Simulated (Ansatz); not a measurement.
MoSi2 (MoSi2 type, space group I4/mmm)

```
CELL_PARAMETERS angstrom
     -1.60846     1.60846     3.93652
      1.60846    -1.60846     3.93652
      1.60846     1.60846    -3.93652
ATOMIC_POSITIONS crystal
  Mo 0.00000 0.00000 0.00000
  Si 0.33511 0.33511 0.00000
  Si 0.66489 0.66489 0.00000
```

The relaxed cell is deformed in two ways at once: its volume V is scaled, and at that volume it is stretched along z (the c axis of the conventional cell) so that c/a changes. Fractional atomic positions are held.

These are PBE (plane waves to 420 eV, PAW, scalar-relativistic; Ansatz, an electronic-structure program) values and carry that method's errors. k mesh 20×20×20 (Γ-centred), Fermi-Dirac smearing 0.05 eV. Compression counts positive. As the atoms are clamped, bonds stretch with the cell, which overstates energies and stresses. With partly filled bands, the response to shear is sensitive to the k mesh, so small differences along c/a are uncertain. MoSi2 is run without spin polarisation. MoSi2 was relaxed with its symmetry unable to fall.

At one point of the scan the stress tensor (GPa) is:

```
  -17.9      0.0      0.0
    0.0    -17.9      0.0
    0.0      0.0     31.3
```

Question: Which point is it?
A) V/V₀ = 0.973, (c/a)/(c/a)₀ = 0.960
B) V/V₀ = 1.040, (c/a)/(c/a)₀ = 0.880
C) V/V₀ = 1.013, (c/a)/(c/a)₀ = 0.880
D) V/V₀ = 1.013, (c/a)/(c/a)₀ = 1.000

Answer: B, V/V₀ = 1.040, (c/a)/(c/a)₀ = 0.880

(Under strain, the slope of the energy per volume gives the stress and its curvature an elastic modulus.)
